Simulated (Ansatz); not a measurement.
Relaxed Mo2C (space group Pbcn):

```yaml
crystal:
  lattice:
    - [4.67985, 0.00000, 0.00000]
    - [0.00000, 5.97905, 0.00000]
    - [0.00000, 0.00000, 5.15003]
  atoms:
    - { symbol: Mo, position: [0.24551, 0.87756, 0.07966] }
    - { symbol: Mo, position: [0.75449, 0.12244, 0.92034] }
    - { symbol: Mo, position: [0.25449, 0.62244, 0.57966] }
    - { symbol: Mo, position: [0.74551, 0.37756, 0.42034] }
    - { symbol: Mo, position: [0.74551, 0.62244, 0.92034] }
    - { symbol: Mo, position: [0.25449, 0.37756, 0.07966] }
    - { symbol: Mo, position: [0.75449, 0.87756, 0.42034] }
    - { symbol: Mo, position: [0.24551, 0.12244, 0.57966] }
    - { symbol: C, position: [0.50000, 0.87729, 0.75000] }
    - { symbol: C, position: [0.50000, 0.12271, 0.25000] }
    - { symbol: C, position: [0.00000, 0.62271, 0.25000] }
    - { symbol: C, position: [0.00000, 0.37729, 0.75000] }
```

A phonon eigenvector at Γ is frozen into this cell: atom i moves by Q times the vector below, so Q is the largest atomic displacement, in Å. The cell is held.

| atom | x | y | z |
|---|---|---|---|
| Mo1 | -0.717 | -0.697 | -0.005 |
| Mo2 | 0.717 | 0.697 | 0.005 |
| Mo3 | -0.717 | -0.697 | 0.005 |
| Mo4 | 0.717 | 0.697 | -0.005 |
| Mo5 | -0.717 | 0.697 | 0.005 |
| Mo6 | 0.717 | -0.697 | -0.005 |
| Mo7 | -0.717 | 0.697 | -0.005 |
| Mo8 | 0.717 | -0.697 | 0.005 |
| C9 | -0.242 | 0.000 | 0.124 |
| C10 | 0.242 | 0.000 | -0.124 |
| C11 | -0.242 | 0.000 | -0.124 |
| C12 | 0.242 | 0.000 | 0.124 |

These are LDA (plane waves to 420 eV, PAW, scalar-relativistic; Ansatz, a quantum-chemistry and plane-wave program) values and carry that method's errors. k mesh 8×7×7 (Γ-centred), Fermi-Dirac smearing 0.05 eV. The energy includes the smearing's −TS. With partly filled bands, energies and forces of such displacements shift with the k mesh and the smearing. Mo2C is run without spin polarisation. Mo2C was relaxed with its symmetry unable to fall. ΔE is measured from the undisplaced structure. The last digit holds for this mesh only.

| Q (Å) | ΔE (meV/cell) |
|---|---|
| -0.180 | 2433.8 |
| -0.150 | 1651.1 |
| -0.120 | 1036.6 |
| -0.090 | withheld |
| -0.060 | 250.8 |
| -0.030 | 62.0 |
| 0.000 | 0.0 |
| 0.030 | 62.0 |
| 0.060 | 250.8 |
| 0.090 | withheld |
| 0.120 | 1036.6 |
| 0.150 | 1651.1 |
| 0.180 | 2433.8 |

Question: Fit an even polynomial form (powers 2, 4, 6) to the given rows and predict ΔE at Q = 0.090.

Answer: Least squares on the 11 given rows: ΔE = (69150)·Q² + (200900)·Q⁴ + (-515800)·Q⁶, in meV/cell with Q in Å; root-mean-square residual 0.53 meV/cell. At 0.090 the fit gives 573.0 meV/cell; the calculation gives 573.2 meV/cell, so the interpolation is off by -0.2 (-0.0 %). The quadratic term alone would give 560.1 meV/cell.

(A displaced cell: forces are minus the slopes of the energy, force constants its curvatures, and phonons follow from these.)
